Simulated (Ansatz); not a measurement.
Rb2VAgS4:
```cif
data_Ag2Rb4S8V2
_chemical_formula_sum 'Rb4 V2 Ag2 S8'
_space_group_name_H-M_alt 'P 1'
_space_group_IT_number 1
_cell_length_a 13.46722
_cell_length_b 12.01410
_cell_length_c 7.34518
_cell_angle_alpha 84.497
_cell_angle_beta 62.622
_cell_angle_gamma 32.881
loop_
_space_group_symop_operation_xyz
  'x, y, z'
loop_
_atom_site_label
_atom_site_type_symbol
_atom_site_fract_x
_atom_site_fract_y
_atom_site_fract_z
_atom_site_occupancy
Rb1 Rb 0.18026 0.18026 0.81974 1
Rb2 Rb 0.81974 0.81974 0.18026 1
Rb3 Rb 0.06974 0.06974 0.43026 1
Rb4 Rb 0.43026 0.43026 0.06974 1
V1 V 0.00000 0.00000 0.00000 1
V2 V 0.25000 0.25000 0.25000 1
Ag1 Ag 0.50000 0.50000 0.50000 1
Ag2 Ag 0.75000 0.75000 0.75000 1
S1 S 0.75501 0.35459 0.05250 1
S2 S 0.35459 0.75501 0.83790 1
S3 S 0.83790 0.05250 0.35459 1
S4 S 0.05250 0.83790 0.75501 1
S5 S 0.49499 0.89541 0.19750 1
S6 S 0.89541 0.49499 0.41210 1
S7 S 0.41210 0.19750 0.89541 1
S8 S 0.19750 0.41210 0.49499 1
```

Relaxed with r²SCAN.

Tabulate the valence density and the electron localisation function along the shortest Ag–S contact (2.51 Å), plane-wave PAW r²SCAN (Ansatz code).



```tsv
distance from Ag (Å)	density (e/Å³)	ELF
0.25	16.84	0.78
0.38	12.80	0.70
0.50	8.66	0.63
0.63	5.14	0.55
0.75	2.65	0.44
0.88	1.24	0.31
1.00	0.65	0.19
1.13	0.46	0.15
1.25	0.42	0.25
1.38	0.47	0.48
1.51	0.59	0.70
1.63	0.77	0.79
1.76	0.96	0.80
1.88	1.09	0.74
2.01	1.05	0.56
2.13	0.81	0.27
2.26	0.43	0.05
```

The density is the valence pseudo-density with augmentation charge, so density and ELF within about 1 Å of a nucleus are not all-electron values.

Space group Fddd. The first step of the workflow began from a Materials Project structure, measured or hypothetical; the Crystallography Open Database files this formula in space group No. 70, but the cells were not matched. Its standing as an ambient phase is unchecked. The r²SCAN relaxation kept the symmetry of its start; whether a distortion lowers the energy is not shown. The run is not spin-polarised.

Potentials: the later of the program's two PAW sets.
